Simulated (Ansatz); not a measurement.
In₂O₃:
```xyz
10
Lattice="2.7543 1.5902 4.8545 -2.7543 1.5902 4.8545 0.0000 -3.1804 4.8545" Properties=species:S:1:pos:R:3 pbc="T T T"
In     0.0000     0.0000     2.0816
In     0.0000     0.0000    12.4818
In     0.0000     0.0000     5.2001
In     0.0000     0.0000     9.3633
O      0.8169    -1.7655     8.4953
O     -0.8169     1.7655     6.0681
O      1.1205     1.5902     8.4953
O     -1.1205    -1.5902     6.0681
O     -1.9374     0.1753     8.4953
O      1.9374    -0.1753     6.0681
```

x, y and z are the axes in which the lattice vectors are written.

### Question
Give the high-frequency dielectric tensor and the Born effective charge tensors of the independent atoms from DFPT, r²SCAN (plane waves, PAW; program Ansatz).

### Answer

ε∞:
```
4.55  0.00  0.00
0.00  4.55  0.00
0.00  0.00  4.32
```
Z* of atom 1 (In), rows: field, columns: displacement, in e:
```
 3.39  -0.02   0.00
 0.02   3.39   0.00
 0.00   0.00   3.28
```
Z* of atom 5 (O), rows: field, columns: displacement, in e:
```
-2.20  -0.10   0.35
-0.10  -2.32  -0.20
 0.46  -0.27  -2.19
```

Static charges for comparison (Bader): In1 +1.95, O5 -1.30 e. Born charges measure polarisation by displacement and can exceed these by far.

Space group R-3c (corundum). The workflow started from a Materials Project entry (that database holds measured and hypothetical structures alike); the Crystallography Open Database files this formula in space group No. 167, but the cells were not matched. It is not the phase usual at ambient conditions (space group No. 206). Symmetry was held in the r²SCAN relaxation; its stability against distortions is not shown here. Spin–orbit coupling is left out wherever it is not named.

Potentials: the earlier of the program's two PAW sets. The files were generated under PBE; for other functionals the program regenerates the frozen cores, and for LDA and PBEsol the local potential too.
